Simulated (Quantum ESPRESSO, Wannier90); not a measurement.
**Wannierisation of SnS₂ (P6₃mc)**

```
begin unit_cell_cart
ang
    3.6758497919    0.0000000000    0.0000000000
   -1.8379248960    3.1833793003    0.0000000000
    0.0000000000    0.0000000000   12.3389500000
end unit_cell_cart
begin atoms_frac
Sn   0.3333333333 -0.3333333333 -0.3749900000
Sn  -0.3333333333  0.3333333333  0.1250100000
S   -0.3333333333  0.3333333333 -0.2566000000
S    0.3333333333 -0.3333333333  0.2434000000
S    0.0000000000  0.0000000000  0.0065900000
S    0.0000000000  0.0000000000 -0.4934100000
end atoms_frac
```

Cell from Materials Project (mp-9984), symmetrised, no further relaxation. Not found in the COD (Crystallography Open Database) copy used, which has the formula in other groups; not checked further. Computed values, not measurements, from LDA: Quantum ESPRESSO (norm-conserving PseudoDojo potentials, cutoff 58 Ry, no spin polarisation, no spin-orbit coupling) on a Γ-centred 6×6×4 mesh, then Wannier90. Density: 12×12×4 mesh, cold smearing 0.01 Ry. The cell is built of weakly bound layers, chains or molecules, whose nearest atoms lie 3.88 Å apart. Database cells relaxed without dispersion often hold them too far apart, which can enlarge gaps and weakens couplings between them; spacing and stacking were not compared with the measured crystal. Spin-orbit coupling is left out although heavy elements are present.

A tight-binding model is made by disentanglement and projection with no localisation steps (num_iter = 0), so the 24 orbitals stay atom-like: hydrogen-like Sn: s;p; S: s;p, axes along x, y, z; frozen window up to 2.70 eV relative to the valence-band maximum. It follows pw.x to 2.4 meV rms for states up to 2.2 eV relative to the valence-band maximum. Matrix elements depend on this choice of orbitals and windows.

Q: What are the on-site energies relative to the valence-band maximum, and how fast do the hoppings decay?

A: 
```tsv
atom	orbitals	energy (eV)
Sn1	s	-3.56
Sn1	pz	3.39
Sn1	px py	3.13
Sn2	s	-3.56
Sn2	pz	3.39
Sn2	px py	3.14
S3	s	-10.37
S3	pz	-0.55
S3	px py	-0.53
S4	s	-10.37
S4	pz	-0.55
S4	px py	-0.53
S5	s	-10.37
S5	pz px py	-0.54
S6	s	-10.37
S6	pz px py	-0.54
```

```json
[
 {"distance of the centres (Å)": "2–3", "largest modulus (eV)": "1.6"},
 {"distance of the centres (Å)": "3–4", "largest modulus (eV)": "0.52"},
 {"distance of the centres (Å)": "4–5", "largest modulus (eV)": "0.041"},
 {"distance of the centres (Å)": "5–6", "largest modulus (eV)": "0.22"},
 {"distance of the centres (Å)": "6–7", "largest modulus (eV)": "0.086"},
 {"distance of the centres (Å)": "7–8", "largest modulus (eV)": "0.034"},
 {"distance of the centres (Å)": "8–9", "largest modulus (eV)": "0.026"}
]
```
